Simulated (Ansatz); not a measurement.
# What DFT gives for ScRe2

```xyz
12
Lattice="5.2195 -0.0187 -0.0499 -2.6260 4.6617 0.0186 -0.0814 -0.0120 8.7487" Properties=species:S:1:pos:R:3 pbc="T T T"
Re    2.5425    4.4965    0.0297
Re   -2.4939    4.5390    4.4278
Sc   -0.2523    3.2708    0.5987
Sc    2.6434    1.4676    4.9541
Sc   -0.1370    3.2353    3.8344
Sc    2.4600    1.5100    8.3623
Re    2.2428    3.1023    2.4929
Re   -1.3062    3.7561    6.5850
Re    1.3240    0.7858    2.0768
Re   -0.2472    1.5426    6.5186
Re    3.9314    0.9153    2.0942
Re    1.0375    3.9678    6.3341
```

Single point in Ansatz 0.2.0 with m-r2SCAN, no spin polarisation. Cutoff 500 eV, PAW datasets, 4×4×2 (shifted by 0.5, 0.5, 0 steps) k mesh, methfessel-paxton filling (width 0.1331 eV).

(1) Which atom feels the largest force, and which way?

(2) Is there a gap?

(3) Describe some of the short contacts.

(4) Is the cell too large or too small?

Origin: a strained cell with displaced atoms, so it need not be a known compound. Caveats: the k mesh is coarse if the cell is a metal; atoms or cell far from equilibrium; m-r2SCAN is r2SCAN with a changed spin dependence that lowers moments.

## Answers

(1) The largest is on Re7: 4.23 eV/Å, components (2.47, -0.98, -3.29). It makes 129° with the line to a nearest neighbour, Re2 at 2.41 Å.

(2) It is a metal, with about 9 states/eV a cell as the mean within 0.25 eV of the Fermi level, mostly Re d (67 %) and Sc d (22 %).

(3) Re–Re at 2.37 Å: least valence density 0.87 e/Å³ and ELF 0.44 there. Sc–Re at 2.74 Å: least valence density 0.29 e/Å³ and ELF 0.20 there. Sc–Sc at 3.07 Å: least valence density 0.11 e/Å³ and ELF 0.09 there. Both are smooth PAW fields, read partly inside the augmentation spheres.

(4) The pressure is -1.9 GPa (compression positive), so with the atoms held at these fractions the cell would first shrink; the forces are large, so a full relaxation may end otherwise. The principal stresses -4.7, -1.9, 1.0 GPa differ, so its shape would change too.
